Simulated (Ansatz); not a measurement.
Given:

ZnS:
```xyz
8
Lattice="3.8083 0.0000 0.0000 -1.9041 3.2981 0.0000 0.0000 0.0000 12.4678" Properties=species:S:1:pos:R:3 pbc="T T T"
Zn     1.9041     1.0994     9.3517
Zn     0.0000     2.1987     3.1179
Zn     0.0000     0.0000     6.2353
Zn     0.0000     0.0000     0.0014
S      1.9041     1.0994    11.6895
S      0.0000     2.1987     5.4556
S      0.0000     0.0000     8.5683
S      0.0000     0.0000     2.3344
```

This is the r²SCAN-relaxed structure. x, y and z are the axes in which the lattice vectors are written.

Problem. All from r²SCAN (plane waves, PAW; program Ansatz), unless another level is named. Predict the hole effective mass, band 2 of 2 at the edge.

Solution. 0.19 along x, 1.5 along z (mₑ).

Problem. And the band gap?

Solution. 2.74 eV (direct).

Problem. What about the formation energy from the elements (no fitted shifts)?

Solution. -0.98 eV/atom.

Problem. What about the weight of the conduction-edge state by species (Voronoi cells)?

Solution. Zn 59 %, S 41 %.

Problem. Next, the weight of the valence-edge state by species (Voronoi cells)?

Solution. S 77 %, Zn 23 %.

Space group P6_3mc (4H polytype). Symmetry was held in the r²SCAN relaxation. The references are the lowest solids computed at this level, not always the standard phases.

Potentials: the later of the program's two PAW sets.
